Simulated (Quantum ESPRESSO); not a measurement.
## Ga2MgSiN4 (input and log of a self-consistent run)

A calculation, not a measurement. The program is pw.x of Quantum ESPRESSO 7.5 (plane-wave density functional theory). The cell is made up: 8 atoms on a zincblende/diamond lattice, with randomly drawn elements, strain and displacements, not relaxed. PseudoDojo standard norm-conserving files (v0.5 for PBE, v0.4.1 for LDA and PBEsol) set the functional; there is no spin polarisation, spin-orbit coupling or dispersion term, and the masses in the input are unused placeholders.

Input:

```
&control calculation='scf', pseudo_dir='./dojo.nc.sr.pbe.v0_5.standard.upf', outdir='./o', disk_io='medium', tprnfor=.true., tstress=.true. /
&system ibrav=0, nat=8, ntyp=4, nbnd=36, ecutwfc=84.00895049, nosym=.true., tot_charge=0,
 occupations='smearing', smearing='fd', degauss=0.0018374661
/
&electrons conv_thr=7.350e-09, electron_maxstep=60, /
ATOMIC_SPECIES
Ga 1.0 Ga.upf
Mg 1.0 Mg.upf
N 1.0 N.upf
Si 1.0 Si.upf
CELL_PARAMETERS angstrom
4.673 0.0215 -0.0048
0.0215 4.6316 -0.0055
-0.0049 -0.0056 4.5642
ATOMIC_POSITIONS angstrom
Ga 0.0903 0.1275 0.1179
Mg -0.0981 2.2801 2.2941
Ga 2.3834 -0.1234 2.3001
Si 2.3926 2.3415 -0.0308
N 1.2406 1.3488 1.1173
N 1.1742 3.5213 3.2866
N 3.5961 1.1804 3.3947
N 3.507 3.4597 1.262
K_POINTS automatic
4 4 4 1 1 1
```

The log is shortened where brackets say so; the opening notice, blank lines, dates and the lines on written files are dropped, and the path of the files is cut. It prints rydbergs, bohrs and kilobars, and counts compression as positive stress.

```
     Program PWSCF v.7.5
     Parallel version (MPI & OpenMP), running on       1 processor cores
     Number of MPI processes:                 1
     Threads/MPI process:                     1
     [start-up lines left out]
     bravais-lattice index     =            0
     lattice parameter (alat)  =       8.8308  a.u.
     unit-cell volume          =     666.6190 (a.u.)^3
     number of atoms/cell      =            8
     number of atomic types    =            4
     number of electrons       =        60.00
     number of Kohn-Sham states=           36
     kinetic-energy cutoff     =      84.0090  Ry
     charge density cutoff     =     336.0358  Ry
     scf convergence threshold =      7.3E-09
     mixing beta               =       0.7000
     number of iterations used =            8  plain     mixing
     Exchange-correlation= PBE
                           (   1   4   3   4   0   0   0)
     [axes and pseudopotential details left out]
   Cartesian axes
     site n.     atom                  positions (alat units)
         1        Ga     tau(   1) = (   0.0193236   0.0272841   0.0252298  )
         2        Mg     tau(   2) = (  -0.0209927   0.4879252   0.4909211  )
         3        Ga     tau(   3) = (   0.5100307  -0.0264067   0.4922051  )
         4        Si     tau(   4) = (   0.5119994   0.5010644  -0.0065910  )
         5        N      tau(   5) = (   0.2654796   0.2886336   0.2390943  )
         6        N      tau(   6) = (   0.2512705   0.7535332   0.7033091  )
         7        N      tau(   7) = (   0.7695399   0.2525972   0.7264417  )
         8        N      tau(   8) = (   0.7504732   0.7403513   0.2700591  )
     number of k points=    32  Fermi-Dirac smearing, width (Ry)=  0.0018
                       cart. coord. in units 2pi/alat
        k(    1) = (   0.1245548   0.1256929   0.1282691), wk =   0.0625000
        k(    2) = (   0.1248164   0.1259956   0.3842320), wk =   0.0625000
     [further k points left out]
     Dense  grid:    69315 G-vectors     FFT dimensions: (  54,  54,  54)
     Estimated max dynamical RAM per process >      88.39 MB
     Initial potential from superposition of free atoms
     starting charge      59.9932, renormalised to      60.0000
     Starting wfcs are   43 randomized atomic wfcs
     total cpu time spent up to now is        7.4 secs
     per-process dynamical memory:    51.6 Mb
     Self-consistent Calculation
     iteration #  1     ecut=    84.01 Ry     beta= 0.70
     Davidson diagonalization with overlap
     ethr =  1.00E-02,  avg # of iterations =  3.0
     total cpu time spent up to now is       23.3 secs
     total energy              =    -515.22635672 Ry
     estimated scf accuracy    <       2.35077514 Ry
     iteration #  2     ecut=    84.01 Ry     beta= 0.70
     Davidson diagonalization with overlap
     ethr =  3.92E-03,  avg # of iterations =  3.0
     total cpu time spent up to now is       40.2 secs
     total energy              =    -515.81166808 Ry
     estimated scf accuracy    <       3.12575018 Ry
     iteration #  3     ecut=    84.01 Ry     beta= 0.70
     Davidson diagonalization with overlap
     ethr =  3.92E-03,  avg # of iterations =  2.0
     total cpu time spent up to now is       55.5 secs
     total energy              =    -516.33054486 Ry
     estimated scf accuracy    <       0.03711659 Ry
     iteration #  4     ecut=    84.01 Ry     beta= 0.70
     Davidson diagonalization with overlap
     ethr =  6.19E-05,  avg # of iterations =  4.5
     total cpu time spent up to now is       74.8 secs
     total energy              =    -516.35086112 Ry
     estimated scf accuracy    <       0.01176172 Ry
     iteration #  5     ecut=    84.01 Ry     beta= 0.70
     Davidson diagonalization with overlap
     ethr =  1.96E-05,  avg # of iterations =  3.2
     total cpu time spent up to now is       88.1 secs
     total energy              =    -516.35181416 Ry
     estimated scf accuracy    <       0.00780341 Ry
     [iterations 6 to 8 left out]
     iteration #  9     ecut=    84.01 Ry     beta= 0.70
     Davidson diagonalization with overlap
     ethr =  4.34E-08,  avg # of iterations =  2.2
     total cpu time spent up to now is      144.8 secs
     total energy              =    -516.35267083 Ry
     estimated scf accuracy    <       0.00000041 Ry
     iteration # 10     ecut=    84.01 Ry     beta= 0.70
     Davidson diagonalization with overlap
     ethr =  6.79E-10,  avg # of iterations =  5.0
     total cpu time spent up to now is      162.1 secs
     total energy              =    -516.35267108 Ry
     estimated scf accuracy    <       0.00000061 Ry
     iteration # 11     ecut=    84.01 Ry     beta= 0.70
     Davidson diagonalization with overlap
     ethr =  6.79E-10,  avg # of iterations =  2.0
     total cpu time spent up to now is      179.2 secs
     total energy              =    -516.35267112 Ry
     estimated scf accuracy    <       0.00000009 Ry
     iteration # 12     ecut=    84.01 Ry     beta= 0.70
     Davidson diagonalization with overlap
     ethr =  1.45E-10,  avg # of iterations =  2.1
     total cpu time spent up to now is      196.0 secs
     total energy              =    -516.35267115 Ry
     estimated scf accuracy    <          9.5E-09 Ry
     iteration # 13     ecut=    84.01 Ry     beta= 0.70
     Davidson diagonalization with overlap
     ethr =  1.58E-11,  avg # of iterations =  2.2
     total cpu time spent up to now is      209.5 secs
     End of self-consistent calculation
     [lines on levels left out]
!    total energy              =    -516.35267115 Ry
     estimated scf accuracy    <          2.5E-09 Ry
     smearing contrib. (-TS)   =       0.00000000 Ry
     internal energy E=F+TS    =    -516.35267115 Ry
     The total energy is F=E-TS. E is the sum of the following terms:
     one-electron contribution =    -233.05288745 Ry
     hartree contribution      =     156.17077138 Ry
     xc contribution           =    -127.26181299 Ry
     ewald contribution        =    -312.20874209 Ry
     convergence has been achieved in  13 iterations
     Forces acting on atoms (cartesian axes, Ry/au):
     atom    1 type  1   force =    -0.01160356   -0.03846187   -0.04456656
     atom    2 type  2   force =     0.09543623    0.02111417   -0.00679976
     atom    3 type  1   force =    -0.01662999    0.10329128    0.01230816
     atom    4 type  4   force =    -0.01679698   -0.00477095    0.00913868
     atom    5 type  3   force =     0.08318924   -0.01993421   -0.06329919
     atom    6 type  3   force =     0.04009368   -0.03884728    0.14648586
     atom    7 type  3   force =    -0.13099749   -0.02389021    0.13229460
     atom    8 type  3   force =    -0.04269113    0.00149907   -0.18556178
     Total force =     0.363423     Total SCF correction =     0.000058
     Computing stress (Cartesian axis) and pressure
          total   stress  (Ry/bohr**3)                   (kbar)     P=      -83.54
  -0.00053352  -0.00003813  -0.00019610          -78.48       -5.61      -28.85
  -0.00003813  -0.00059109  -0.00020028           -5.61      -86.95      -29.46
  -0.00019610  -0.00020028  -0.00057907          -28.85      -29.46      -85.18
     init_run     :      6.79s CPU      7.25s WALL (       1 calls)
     electrons    :    188.83s CPU    202.40s WALL (       1 calls)
     forces       :      2.18s CPU      2.22s WALL (       1 calls)
     stress       :      8.26s CPU      8.34s WALL (       1 calls)
     [timing details left out]
     PWSCF        :   3m26.28s CPU   3m40.58s WALL
     JOB DONE.
```

In other units: free energy -7025.336 eV for the cell, pressure -8.35 GPa, largest force component 4.771 eV/Å. A rerun of the same cell at another strain at 1437 eV and a 6 x 6 x 6 mesh moved values by no more than 0.004 eV in energy, 0.02 GPa in stress and 0.003 eV/Å in force.